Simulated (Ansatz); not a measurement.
BeTe (zinc blende)

```xyz
2
Lattice="0.0000 2.8285 2.8285 2.8285 0.0000 2.8285 2.8285 2.8285 0.0000" Properties=species:S:1:pos:R:3 pbc="T T T"
Te     4.2427     4.2427     4.2427
Be     0.0000     0.0000     0.0000
```

The slice is a {100} plane (indices of the conventional cell) through the point (0.750, 0.750, 0.750) (fractional), spanned by u = [100] and v = [0 1 -1] in vectors of this cell: u (4.00 Å) and v (4.00 Å, at 90° to u). It covers one period; positions are fractions (u, v).

The numbers are results of r2SCAN (plane waves to 500 eV, PAW, scalar-relativistic; Ansatz, a first-principles code), not measurements. k mesh 10×10×10. These are valence fields of a PAW run, semicore shells included where kept as valence: close to a nucleus they are smooth pseudo fields. BeTe was relaxed with its symmetry unable to fall. Spin-orbit coupling is left out, though Te is heavy.

Problem. Predict the map of the valence electron density on the slice.

Solution. 
```
|@@@@@@%%##++++====----::::::----====++++##%%@@@@|
|@@@@%%##**++++====----::::::----====++++**##%%@@|
|%%%%####++++====----::::::::::----====++++####%%|
|####**++++++====----::::::::::----====++++++**##|
|**++++++++====----::::::..::::::----====++++++++|
|++++++======----::::..........::::----======++++|
|==========----::::..............::::----========|
|======------::::......      ......::::------====|
|----------::::......          ......::::--------|
|------::::::......              ......::::::----|
|::::::::::::....                  ....::::::::::|
|::::::::::......                  ......::::::::|
|::::::::::::....                  ....::::::::::|
|------::::::......              ......::::::----|
|----------::::......          ......::::--------|
|======------::::......      ......::::------====|
|==========----::::..............::::----========|
|++++++======----::::..........::::----======++++|
|**++++++++====----::::::..::::::----====++++++++|
|####**++++++====----::::::::::----====++++++**##|
|%%%%####++++====----::::::::::----====++++####%%|
|@@@@%%##**++++====----::::::----====++++**##%%@@|
|@@@@@@%%##++++====----::::::----====++++##%%@@@@|
|@@@@@@%%##**++====----::::::----====++**##%%@@@@|
```
Scale: ten equal steps from -1.86 (start of ' ') to 1.25 (end of '@'), in the order ' .:-=+*#%@'. Values: log₁₀ of the valence density in e/Å³. The map has 24 points along u (two characters each, u = 0 at the left) and 24 along v (v = 0 in the bottom row). The scale is logarithmic, as a density can span decades between atoms and voids.
